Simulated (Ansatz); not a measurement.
# Structures of Fe2Mo: which is lowest?

Plane-wave DFT in Ansatz with scalar-relativistic PAW potentials, cutoff 500 eV, Γ-centred meshes chosen by cell and gap, Gaussian smearing with energies taken to zero width. Every cell was relaxed (cell and atoms) in a run of its own, within the symmetry of its start. Functional: r2SCAN.

Relaxed structures (starts from databases or built by putting these elements on another compound's sites):
A. P6_3/mmc, 12 atoms in the computed cell, a = 4.804 Å, c = 7.829 Å; sites (symmetry × multiplicity) Fe -3m. × 2 + mm2 × 6, Mo 3m. × 4; start: database
B. Fd-3m, 6 atoms in the computed cell, a = 6.782 Å; sites (symmetry × multiplicity) Fe .-3m × 16, Mo -43m × 8; start: built

Problem. Rank them by energy. Could pressure change the order?

Solution.
| structure | group | E − E(lowest) (meV/atom) | V (Å³/atom) | gap on mesh (eV) |
| --- | --- | --- | --- | --- |
| A | P6_3/mmc | 0.0 | 13.04 | 0.00 |
| B | Fd-3m | 7.3 | 13.00 | 0.00 |

A is lowest, 7 meV/atom under B. The two lowest differ in volume by under 3 %, too little for a first-order estimate of what pressure does to that pair (other pairs aren't weighed here); with rigid cells even 3 % in favour of the higher one would need about 3 GPa. Other structures may lie lower than all of these, and vibrations aren't counted.

The state reached may not be the lowest one. Only parallel moments were tried here. Magnetic cells started from one order each; another order can shift an energy by tens of meV per atom.